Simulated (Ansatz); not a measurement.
The start is a generated cell, ZnSe placed in the zincblende structure type. Cell shape, volume and atoms are optimised at zero target pressure with r2SCAN (plane waves to 500 eV, PAW, scalar-relativistic; Ansatz, an electronic-structure program). First-step values are on the input's coarse k-mesh.

Ansatz input (later rounds restart from its end on a renewed k-mesh):
Ansatz 0.2 input:
```yaml
crystal:
  lattice:
    - [0, 2.867785, 2.867785]
    - [2.867785, 0, 2.867785]
    - [2.867785, 2.867785, 0]
  atoms:
    - { symbol: Se, position: [0.75, 0.75, 0.75] }
    - { symbol: Zn, position: [0, 0, 0] }
basis: { ecutwfc: 500, ecutrho_ratio: 4, xc_grid: 4, fft_grid_basis: typed }
kpoints: { mp_grid: { grid: [7, 7, 7] } }
hamiltonian:
  xc: r2scan
  dispersion: none
  pseudopotentials: { azcp: { folder: ./paw }, kind: paw }
scf: { occupations: { method: fermi_dirac, width: 0.05 } }
relax: { f_tol: 0.01, max_steps: 100, cell: { stress_tol: 0.02 } }
output: { forces: true, stress: true }
```

**Question.** What pressure does the first self-consistent step give?

**Answer.** -2.2 GPa (negative: the cell is under tension).

**Question.** By how much does the energy per atom fall from start to end?

**Answer.** 6 meV/atom.

**Question.** How does the volume change?

**Answer.** -3.6 %, from 23.59 to 22.74 Å³/atom.

**Question.** How do the shortest distances between atoms change?

**Answer.** The closest pairs of elements (up to four, under 3.6 Å), start → end: Se–Zn 2.48 → 2.45 Å.

**Question.** Is the relaxed structure metallic? Give its gap.

**Answer.** 1.86 eV, direct at Γ (no spin-orbit coupling).

**Question.** Give the final cell and atomic positions.

**Answer.** 
```cif
data_Se4Zn4
_chemical_formula_sum 'Se4 Zn4'
_space_group_name_H-M_alt 'F-43m'
_space_group_IT_number 216
_space_group_name_Hall 'F -4 2 3'
_cell_length_a 5.66640
_cell_length_b 5.66640
_cell_length_c 5.66640
_cell_angle_alpha 90.000
_cell_angle_beta 90.000
_cell_angle_gamma 90.000
loop_
_atom_site_label
_atom_site_type_symbol
_atom_site_symmetry_multiplicity
_atom_site_Wyckoff_symbol
_atom_site_fract_x
_atom_site_fract_y
_atom_site_fract_z
_atom_site_occupancy
Se1 Se 4 c 0.25000 0.25000 0.25000 1
Zn1 Zn 4 a 0.00000 0.00000 0.00000 1
```
(The calculation used a cell of 2 atoms; values per cell refer to that cell.)

The space group stays F-43m (No. 216) (the run could not lower it); the end is zinc blende type, with 2 atoms in the primitive cell. Final values are on a 10×10×10 k-mesh of the relaxed cell. No spin polarisation in the result.

The run could not lose the symmetry of its start.

All atoms sit on sites fixed by symmetry, so only the cell could relax.
